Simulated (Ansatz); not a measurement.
RuS2 in space group Pa-3 (No. 205; Ru on 4a, S on 8c), the program Ansatz at the PBEsol level (PAW). The conduction-band minimum lies at Γ, with 1 equivalent valley. Second derivatives d²E/dk² of the lowest band at one valley (eV·Å²), along Cartesian directions:

```tsv
direction	d²E/dk²
[100]	22.73
[010]	22.73
[001]	22.73
[110]	22.73
[101]	22.73
[011]	22.73
```

Question: Find the principal effective masses, the density-of-states mass and the conductivity mass.

Answer: Off-diagonal terms follow from H_xy = H[110] − (H_xx + H_yy)/2, and m*/mₑ = 7.620 eV·Å² over each eigenvalue: 0.34, 0.34, 0.34. One valley's DOS mass (m₁m₂m₃)^(1/3) = 0.34, conductivity mass 3/(Σ 1/mᵢ) = 0.34 mₑ.

Question: What effective density of states Nc follows at 300 K for parabolic valleys?

Answer: Nc = 2.509e19 × 1 × (0.34)^(3/2) ≈ 5.0e18 cm⁻³.

The cell was relaxed with PBEsol under the symmetry of its start. No spin polarisation was allowed. Scalar-relativistic: spin–orbit coupling is off unless named, which matters more the heavier the elements.

Potentials: the later of the program's two PAW sets.

Edges and masses are those of Kohn–Sham bands, whose gap is no quasiparticle gap.
